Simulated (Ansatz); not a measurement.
A crystal relaxed with r2SCAN in the plane-wave code Ansatz has space group Pmm2 (No. 25) and a = 3.836 Å, b = 7.707 Å, c = 5.478 Å.

| atom | site | x | y | z |
| --- | --- | --- | --- | --- |
| B | 1a | 0.0000 | 0.0000 | 0.9891 |
| As | 1c | 0.5000 | 0.0000 | 0.1978 |
| Xx | 2h | 0.5000 | 0.2320 | 0.4992 |
| As | 2g | 0.0000 | 0.2237 | 0.7692 |
| Xx | 1b | 0.0000 | 0.5000 | 0.0047 |
| As | 1d | 0.5000 | 0.5000 | 0.2715 |

With r2SCAN the valence top lies at Γ and the conduction bottom at Z, 0.76 eV higher; the smallest vertical gap, at Γ, is 0.95 eV. With HSE06 the valence top lies at Γ and the conduction bottom at Z, 1.20 eV higher; the smallest vertical gap, at Γ, is 1.39 eV. Meshes: r2SCAN 6×4×6, HSE06 4×2×4.

Q: Which element is Xx?
A. Tl
B. Al
C. Ga
D. In

A: C. Xx is Ga: Ga3BAs4, ordered on the zincblende lattice (Pmm2) with 8 atoms a cell. Around B lie 4 As at 2.10–2.23 Å; around As lie 2 B at 2.23 Å and 2 Ga at 2.43 Å; around Ga lie 4 As at 2.41–2.43 Å; around As lie 1 B at 2.10 Å and 3 Ga at 2.42–2.49 Å; around Ga lie 4 As at 2.41–2.49 Å; around As lie 4 Ga at 2.41 Å.

Values at 0 K without nuclear motion; spin polarisation is off, and the phase may be a hypothetical one.

The runs are scalar-relativistic, without spin-orbit coupling.

The meshes of the hybrids are coarse, so their gaps aren't converged to the digits shown.
